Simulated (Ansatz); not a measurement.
## Elastic constants of TiOs (Pm-3m) under pressure

```yaml
crystal:
  lattice:
    - [3.06173, 0.00000, 0.00000]
    - [0.00000, 3.06173, 0.00000]
    - [0.00000, 0.00000, 3.06173]
  atoms:
    - { symbol: Ti, position: [0.50000, 0.50000, 0.50000] }
    - { symbol: Os, position: [0.00000, 0.00000, 0.00000] }
```

This is the zero-pressure cell. At each pressure cell and atoms are relaxed in this structure, and the constants are slopes of the stress at strains of ±0.005 with relaxed ions (the coefficients that govern stability under load). Level: PBEsol, PAW on Ansatz 0.2.0's default frozen-core files (fitted under PBE), scalar-relativistic; k mesh 16×16×16, strains of ±0.005, Fermi-Dirac smearing of 0.100 eV, cutoff 420 eV. P is the pressure of the relaxed cell, less that of this one.

| P (GPa) | V/V₀ | C11 (GPa) | C12 (GPa) | C44 (GPa) |
| --- | --- | --- | --- | --- |
| 0.00 | 1.0000 | 490.7 | 154.3 | 126.3 |
| 0.99 | 0.9963 | 496.9 | 157.5 | 127.9 |
| 1.97 | 0.9927 | 503.0 | 160.7 | 129.4 |
| 4.00 | 0.9855 | 515.6 | 167.3 | 132.5 |
| 7.02 | ? | ? | ? | ? |
| 10.01 | 0.9657 | 551.9 | 186.4 | 141.6 |
| 15.02 | 0.9506 | 581.3 | 202.1 | 148.7 |

**Question.** Does the bulk modulus from the constants agree with the pressure-volume curve?

**Answer.** A third-order Birch-Murnaghan fit to the volumes shown (F against f, f = [(V₀/V)^(2/3) − 1]/2) gives B₀ = 266.4 GPa and B′ = 4.2. Its −V dP/dV stands beside (C11 + 2C12)/3:

| P (GPa) | from P(V) | from the constants |
| --- | --- | --- |
| 0.00 | 266.4 | 266.4 |
| 0.99 | 270.6 | 270.6 |
| 1.97 | 274.8 | 274.8 |
| 4.00 | 283.3 | 283.4 |
| 10.01 | 308.2 | 308.3 |
| 15.02 | 328.6 | 328.5 |

**Question.** What are the pressure derivatives at zero pressure?

**Answer.** Slopes at V₀ of quadratic fits in −ln(V/V₀) through the first four rows shown, divided by B₀: dC11/dP = 6.3, dC12/dP = 3.3, dC44/dP = 1.6. The mean slopes up to 2.0 GPa are 6.3, 3.3, 1.6; curvature and scatter of the constants part the two. The combination (dC11/dP + 2 dC12/dP)/3 = 4.3 stands against B′.

**Question.** Fill the row at 7.02 GPa.

**Answer.** Cubic fits in −ln(V/V₀) through all rows shown give C11 = 534.0, C12 = 177.0, C44 = 137.1 GPa. Computed: V/V₀ = 0.9753, C11 (GPa) = 534.0, C12 (GPa) = 176.9, C44 (GPa) = 137.1.

**Question.** Does a shear stiffness soften?

**Answer.** C44 goes from 126.3 to 148.7 GPa; (C11 − C12)/2 goes from 168.2 to 189.6 GPa. Neither ends more than 3 % under its start, and the lattice stays mechanically stable over this range.

Known limits: no other phase was computed; many crystals of this kind change structure within this range, and rows or crossings beyond such a change describe a metastable lattice; frozen-core PAW files fitted under PBE, their cores solved anew for the functional of the run; responses of metals move with mesh and smearing; no spin-orbit coupling on heavy atoms; phonons weren't checked at these pressures.
